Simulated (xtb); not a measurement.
xtb single point, GFN2-xTB, ALPB implicit water, on tert-butylarsine, C4H11As (SMILES CC(C)(C)[AsH2]), charge 0, multiplicity 1.

```
xtb m.xyz --gfn 2 --chrg 0 --uhf 0 --norestart --sp --alpb water

16

C      0.391045     0.017586     1.032509
C     -0.284214     0.002462    -0.333026
C     -1.140847    -1.253252    -0.472691
C     -1.161030     1.242138    -0.490127
As     1.071264     0.002362    -1.829997
H     -0.353293     0.015760     1.829997
H      1.009361     0.908669     1.146187
H      1.026022    -0.860174     1.157593
H     -1.630705    -1.275626    -1.447979
H     -1.911908    -1.286762     0.297578
H     -0.523444    -2.148224    -0.378800
H     -1.647744     1.245165    -1.467254
H     -0.558817     2.148224    -0.404642
H     -1.935243     1.271676     0.277065
H      1.933315     1.059606    -1.196465
H      1.935243    -1.051339    -1.192986
```

Output:

```

          ...................................................
          :                      SETUP                      :
          :.................................................:
          :  # basis functions                  37          :
          :  # atomic orbitals                  36          :
          :  # shells                           22          :
          :  # electrons                        32          :
          :  max. iterations                   250          :
          :  Hamiltonian                  GFN2-xTB          :
          :  restarted?                      false          :
          :  GBSA solvation                   true          :
          :  PC potential                    false          :
          :  electronic temp.          300.0000000     K    :
          :  accuracy                    1.0000000          :
          :  -> integral cutoff          0.2500000E+02      :
          :  -> integral neglect         0.1000000E-07      :
          :  -> SCF convergence          0.1000000E-05 Eh   :
          :  -> wf. convergence          0.1000000E-03 e    :
          :  Broyden damping             0.4000000          :
          :  net charge                          0          :
          :  unpaired electrons                  0          :
          ...................................................

 iter      E             dE          RMSdq      gap      omega  full diag
   1    -16.6924840 -0.166925E+02  0.400E+00    5.33       0.0  T
   2    -16.7331117 -0.406277E-01  0.309E+00    5.88       1.0  T
   3    -16.7396005 -0.648877E-02  0.170E+00    5.85       1.0  T
   4    -16.7396145 -0.140075E-04  0.651E-01    5.88       1.0  T
   5    -16.7402748 -0.660292E-03  0.369E-01    5.88       1.0  T
   6    -16.7402632  0.115931E-04  0.195E-01    5.89       1.0  T
   7    -16.7402993 -0.360708E-04  0.529E-02    5.88       1.0  T
   8    -16.7403140 -0.147047E-04  0.221E-02    5.89       1.1  T
   9    -16.7403148 -0.844822E-06  0.288E-03    5.89       8.7  T
  10    -16.7403148 -0.444642E-08  0.178E-03    5.89      14.1  T
  11    -16.7403148 -0.760537E-09  0.314E-04    5.89      79.7  T
  12    -16.7403148  0.236536E-09  0.224E-04    5.89     111.8  T

   *** convergence criteria satisfied after 12 iterations ***

         #    Occupation            Energy/Eh            Energy/eV
      -------------------------------------------------------------
         1        2.0000           -0.6221227             -16.9288
       ...           ...                  ...                  ...
        10        2.0000           -0.4638711             -12.6226
        11        2.0000           -0.4498310             -12.2405
        12        2.0000           -0.4331888             -11.7877
        13        2.0000           -0.4321862             -11.7604
        14        2.0000           -0.4284102             -11.6576
        15        2.0000           -0.4112552             -11.1908
        16        2.0000           -0.3785475             -10.3008 (HOMO)
        17                         -0.1622438              -4.4149 (LUMO)
        18                         -0.1583058              -4.3077
        19                         -0.0051072              -0.1390
        20                          0.0699244               1.9027
        21                          0.0814010               2.2150
       ...                                ...                  ...
        36                          0.8863722              24.1194
      -------------------------------------------------------------
                  HL-Gap            0.2163036 Eh            5.8859 eV
             Fermi-level           -0.2703957 Eh           -7.3578 eV


         :::::::::::::::::::::::::::::::::::::::::::::::::::::
         ::                     SUMMARY                     ::
         :::::::::::::::::::::::::::::::::::::::::::::::::::::
         :: total energy             -16.533027978851 Eh    ::
         :: total w/o Gsasa/hb       -16.531736814804 Eh    ::
         :: gradient norm              0.001704527176 Eh/a0 ::
         :: HOMO-LUMO gap              5.885921825343 eV    ::
         ::.................................................::
         :: SCC energy               -16.740287774165 Eh    ::
         :: -> isotropic ES            0.003755239196 Eh    ::
         :: -> anisotropic ES          0.003568970855 Eh    ::
         :: -> anisotropic XC          0.008382713437 Eh    ::
         :: -> dispersion             -0.010846284990 Eh    ::
         :: -> Gsolv                  -0.001512809138 Eh    ::
         ::    -> Gelec               -0.000221645091 Eh    ::
         ::    -> Gsasa               -0.001866516320 Eh    ::
         ::    -> Ghb                 -0.000505407425 Eh    ::
         ::    -> Gshift               0.001080759698 Eh    ::
         :: repulsion energy           0.207259795314 Eh    ::
         :: add. restraining           0.000000000000 Eh    ::
[... lines cut ...]
                  HL-Gap            0.2163036 Eh            5.8859 eV
             Fermi-level           -0.2703957 Eh           -7.3578 eV

     #   Z          covCN         q      C6AA      α(0)
     1   6 C        3.797    -0.106    22.520     6.757
     2   6 C        3.838    -0.013    20.775     6.484
     3   6 C        3.823    -0.110    22.572     6.761
     4   6 C        3.823    -0.110    22.573     6.761
     5  33 As       3.028     0.093   211.518    26.651
     6   1 H        0.924     0.033     2.544     2.494
     7   1 H        0.924     0.036     2.498     2.472
     8   1 H        0.924     0.036     2.497     2.471
     9   1 H        0.924     0.043     2.412     2.429
    10   1 H        0.924     0.037     2.491     2.468
    11   1 H        0.924     0.039     2.467     2.456
    12   1 H        0.924     0.043     2.412     2.429
    13   1 H        0.924     0.039     2.467     2.456
    14   1 H        0.924     0.037     2.491     2.468
    15   1 H        0.971    -0.049     4.053     3.146
    16   1 H        0.971    -0.049     4.057     3.148

 Mol. C6AA /au·bohr⁶  :       2630.596450
 Mol. C8AA /au·bohr⁸  :      84278.383470
 Mol. α(0) /au        :         81.852778

Wiberg/Mayer (AO) data.
largest (>0.10) Wiberg bond orders for each atom

 ---------------------------------------------------------------------------
     #   Z sym  total        # sym  WBO       # sym  WBO       # sym  WBO
 ---------------------------------------------------------------------------
     1   6 C    3.997 --     2 C    1.010     6 H    0.980     8 H    0.977
                             7 H    0.977
     2   6 C    3.985 --     1 C    1.010     4 C    1.007     3 C    1.007
                             5 As   0.954
     3   6 C    3.997 --     2 C    1.007    10 H    0.981    11 H    0.974
                             9 H    0.973
     4   6 C    3.997 --     2 C    1.007    14 H    0.981    13 H    0.974
                            12 H    0.973
     5  33 As   3.119 --    15 H    0.983    16 H    0.983     2 C    0.954
     6   1 H    0.999 --     1 C    0.980
     7   1 H    0.999 --     1 C    0.977
     8   1 H    0.999 --     1 C    0.977
     9   1 H    0.998 --     3 C    0.973
    10   1 H    0.999 --     3 C    0.981
    11   1 H    0.999 --     3 C    0.974
    12   1 H    0.998 --     4 C    0.973
    13   1 H    0.999 --     4 C    0.974
    14   1 H    0.999 --     4 C    0.981
    15   1 H    0.998 --     5 As   0.983
    16   1 H    0.998 --     5 As   0.983
 ---------------------------------------------------------------------------


molecular dipole:
                 x           y           z       tot (Debye)
 q only:       -0.258      -0.001      -0.079
   full:       -0.322       0.001       0.427       1.360
molecular quadrupole (traceless):
                xx          xy          yy          xz          yz          zz
 q only:       -0.997      -0.002      -0.021       0.657       0.001       1.018
  q+dip:        0.640       0.002       1.502       2.201      -0.002      -2.143
   full:        0.801       0.001       1.912       1.770      -0.003      -2.713

           -------------------------------------------------
          | TOTAL ENERGY              -16.533027978851 Eh   |
          | GRADIENT NORM               0.001704527176 Eh/α |
          | HOMO-LUMO GAP               5.885921825343 eV   |
           -------------------------------------------------
```

The total energy is -449.89 eV, -0.04 eV from the same level's vacuum run.
